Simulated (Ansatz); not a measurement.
A generated cell, not matched to a known phase here, of IrOs₃O₈: Immm (No. 71), oI24; a = 6.301 Å, b = 6.319 Å, c = 6.344 Å, α = β = γ = 90.00°; Ir 2a (0.000, 0.000, 0.000); Os 2c (0.000, 0.000, 0.500); Os 4j (0.000, 0.500, 0.250); O 4g (0.000, 0.313, 0.000); O 4h (0.500, 0.192, 0.000); O 8m (0.193, 0.000, 0.253). Computed with PBEsol (plane waves to 420 eV, PAW, scalar-relativistic; Ansatz, a quantum-chemistry and plane-wave program). Element references, the lowest calculated here: Ir (Fm-3m), Os (P6₃/mmc), O (C2/m, ferromagnetic, forced by one molecule a cell; α-O2 is antiferromagnetic); gases are represented by their molecular solids.

Total energies (eV/atom, σ → 0; comparable only within this code, potentials and settings):

| phase | E (eV/atom) |
|---|---|
| IrOs3O8 (Immm) | -4169.183 |
| Ir (Fm-3m) | -11799.034 |
| Os (P6₃/mmc) | -11251.061 |
| O (C2/m) | -558.291 |
| OsO2 (P4₂/mnm) | -4123.523 |

Problem. What is the formation energy of this Immm form of IrOs3O8 from the elements?

Solution. E_f = -4169.183 − [1 × (-11799.034) + 3 × (-11251.061) + 8 × (-558.291)] / 12 = -0.97 eV/atom (-11.6 eV per formula unit).

A lower structure of this composition may exist.

Static energies, no anion corrections, no zero-point energy. Values are rounded to 0.01 eV/atom. Not shown to be the ambient phase of their composition (a lower form may be missing, and a cell relaxed within its start's symmetry can be a saddle point): IrOs3O8 (Immm). Spin-orbit coupling is missing from these energies, which matters for elements this heavy. The compounds carry no spin polarisation. The relaxed primitive cell holds an odd number of electrons. A magnetic state may lie lower. The d or f electrons are treated with no Hubbard U.
